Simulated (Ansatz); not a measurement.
Au (simple cubic, Pm-3m) under volume change, plane-wave PAW r²SCAN (Ansatz code), scaled uniformly.

| V (Å³/atom) | E − E(relaxed) (meV/atom) | P (GPa) |
|---|---|---|
| 18.313 | (withheld) | (withheld) |
| 18.916 | 32.4 | 9.21 |
| 19.520 | 7.5 | 4.14 |
| 20.124 | 0.0 | 0.00 |
| 20.727 | 6.5 | -3.36 |
| 21.331 | (withheld) | (withheld) |
| 21.935 | 51.6 | -8.26 |

Question: Complete the blanks.

Answer: 
- 21.331, E − E(relaxed) (meV/atom): 24.5
- 21.331, P (GPa): -6.07
- 18.313, E − E(relaxed) (meV/atom): 78.2
- 18.313, P (GPa): 15.27

Question: What does a third-order Birch–Murnaghan fit give for V₀, B₀ and B′?

Answer: V₀ = 20.13 Å³/atom, B₀ = 123 GPa, B′ = 5.8.

A made-up cell: these elements were put on the sites of a structure type; neither database checked (COD, Materials Project) lists it. It is not the phase usual at ambient conditions (space group No. 225). The r²SCAN relaxation kept the symmetry of its start. At this level the phase is mechanically unstable. Scalar-relativistic: spin–orbit coupling is off unless named, which matters more the heavier the elements.

Potentials: the later of the program's two PAW sets.
